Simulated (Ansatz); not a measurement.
**Sn, one cell by several methods**

```
Sn
1.0
     0.06491    3.27806    3.27806
     3.27806    0.06491    3.27806
     3.27806    3.27806    0.06491
Sn
2
Direct
  0.50000 0.50000 0.50000
  0.75000 0.75000 0.75000
```

Atoms are numbered in the order listed.

The cell is COD entry 9008568, as deposited and not checked against the literature; nothing was relaxed. The listed cell was then made from it by scaling, straining or moving an atom.

Spin–orbit coupling is left out, though it moves levels of the heavy atoms by tenths of an eV or more.

Methods: DFT, LDA, PAW with Ansatz's default frozen-core files, scalar-relativistic (Ansatz 0.2.0); DFT, LDA, all-electron LAPW, scalar-relativistic (Ansatz 0.2.0).

For PAW: a Γ-centred 9×9×9 k mesh, Fermi–Dirac smearing of 0.03 eV, cutoff 420 eV, no spin polarisation; the PAW files were made with PBE, and the program remakes their frozen cores for this functional. LAPW targets a basis error of 0.25 meV/atom. The Ansatz runs share mesh, smearing and spin set-up. Plane-wave (PAW) pressures include the program's estimate of the Pulay term.

Stress and pressure are positive in compression.

The change that made this cell: equal xy, yz and zx engineering shear strains of +2 %.

PAW results:

```json
{"quantity": "pressure (GPa)", "PAW": "-0.27"}
{"quantity": "stress yz (GPa)", "PAW": "-0.92"}
{"quantity": "stress xz (GPa)", "PAW": "-0.92"}
{"quantity": "stress xy (GPa)", "PAW": "-0.92"}
{"quantity": "force on Sn1, x (eV/Å)", "PAW": "0.158"}
```

(1) What does full-potential LAPW give for the same quantities?

## Answers

(1) 
```tsv
quantity	LAPW
pressure (GPa)	-0.26
stress yz (GPa)	-0.92
stress xz (GPa)	-0.92
stress xy (GPa)	-0.92
force on Sn1, x (eV/Å)	0.158
```
